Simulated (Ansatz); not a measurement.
## SiB6: gradients before and after relaxing the atoms

Start: a COD entry, atoms as given.

Space group Pm-3m (No. 221); a = 4.1300 Å.

```csv
site,Wyckoff,site symmetry,x,y,z
Si,1a,m-3m,0.0000,0.0000,0.0000
B,6f,4m.m,0.2100,0.5000,0.5000
```

One atom of each set is listed.

The numbers come from a DFT calculation in Ansatz (PBE, plane waves and PAW, scalar-relativistic, 420 eV cutoff, Γ-centred 7×7×7 k-points, Fermi–Dirac smearing 0.05 eV).

The largest force at the start is 2.7 eV/Å. Relaxing the ions at fixed cell moves them by 0.041 Å at most (atom 4, B) and 0.038 Å rms. End positions:

Si (0.0000, 0.0000, 0.0000)
B (0.2002, 0.5000, 0.5000)

```csv
site,moved (Å),first shell before,first shell after,V_zz before (10²¹ V/m²),η before
B,0.041,5 B at 1.69–1.73 Å,5 B at 1.65–1.75 Å,-1.23,0.00
```

Question: What are V_zz and η after the relaxation?

Answer: 

```
site  V_zz after  η after  change of V_zz
   B       -1.61     0.00           -0.38
```

The largest change of V_zz is on B, from -1.23 to -1.61. In per cent, |V_zz| changes by +31 on B (all sites that start above 0.5). Sites without a gradient aren't listed.

Before: With a gap of 0.5 eV on this mesh, the gradients can still move by some per cent as the k-mesh gets denser.
After: With a gap of 0.11 eV under a smearing of 0.05 eV the band edges are partly filled, so small gradients can hang on the smearing and the k-mesh.
